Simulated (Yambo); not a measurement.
G0W0@PBEsol for AgI (zinc blende, space group F-43m, No. 216) in Yambo. Reference settings: 4×4×4 Γ-centred k mesh, bands 5 to 129 and a 8 Ry block in the screening, 129 bands in G with the Bruneval-Gonze terminator, plasmon pole fitted at 27.2 eV. The PBEsol gap Γ → Γ on this mesh is 1.20 eV; G0W0 gaps are taken between the same points.

Gap (Γ → Γ) in eV against the number of bands and the screening block, terminator on:

| bands (W and G) | 2 Ry | 3 Ry | 5 Ry | 6 Ry | 8 Ry |
|---|---|---|---|---|---|
| 30 | 2.599 | 2.543 | 2.547 | 2.554 | 2.560 |
| 46 | 2.455 | 2.415 | 2.429 | 2.449 | 2.462 |
| 71 | 2.373 | 2.332 | 2.352 | 2.379 | 2.395 |
| 98 | 2.347 | 2.304 | 2.328 | 2.361 | 2.380 |
| 129 | 2.337 | 2.295 | 2.321 | 2.358 | 2.379 |

Rough cost of the Yambo step against the reference (shared machines):

| bands (W and G) | 2 Ry | 3 Ry | 5 Ry | 6 Ry | 8 Ry |
|---|---|---|---|---|---|
| 30 | 1/6 | 1/6 | 1/5 | 1/5 | 1/4 |
| 46 | 1/4 | 1/4 | 1/3 | 1/3 | 1/3 |
| 71 | 1/2 | 1/2 | 1/2 | 1/2 | ~1 |
| 98 | ~1 | ~1 | ~1 | ~1 | ~1 |
| 129 | ~1 | ~1 | ~1 | ~1 | 1 |

At the largest block the last step in bands moves the gap by -0.001 eV; at the most bands the last step in the block moves it by 0.021 eV.

Spin-orbit coupling is left out, which matters for elements this heavy: edges can move by tenths of an eV.

Geometry relaxed with PBEsol; primitive cell a = b = c = 4.5578 Å, α = β = γ = 60.00°.
